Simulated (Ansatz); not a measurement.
Values for one crystal, relaxed and computed with plane-wave PAW PBE (Ansatz code); other levels are named.

* **Volume per atom**: 14.97 Å³
* **Electronic character**: metallic (no gap)
* **Pressure derivative B′**: 4.7
* **Bulk modulus (Birch–Murnaghan fit)**: 310 GPa
* **Density of states at the Fermi level**: 0.50 states/eV per atom (mean over ±0.08 eV)
* **Gap with spin–orbit coupling**: none (metallic)
* **Formation energy from the elements (no fitted shifts)**: -0.31 eV/atom

Task: Which of these materials gives this?
A. ZrMo, CsCl type
B. MoW, rock salt
C. MoIr, L1₀ or tetragonal B2
D. BePt, L1₀ or tetragonal B2

Result: C, MoIr, L1₀ or tetragonal B2

Space group P4/mmm (L1₀ or tetragonal B2). The start of the workflow was typed in or built on a structure type; neither database checked (COD, Materials Project) lists it. COD files the formula under space group No. 51, so this cell is another polymorph or a model. Whether it is the stable phase at ambient conditions was not checked. The PBE relaxation kept the symmetry of its start; its stability against distortions is not shown here. No spin polarisation was allowed. The references are the lowest solids computed at this level, not always the standard phases. Scalar-relativistic: spin–orbit coupling is off unless named, which matters more the heavier the elements.

Potentials: the earlier of the program's two PAW sets.
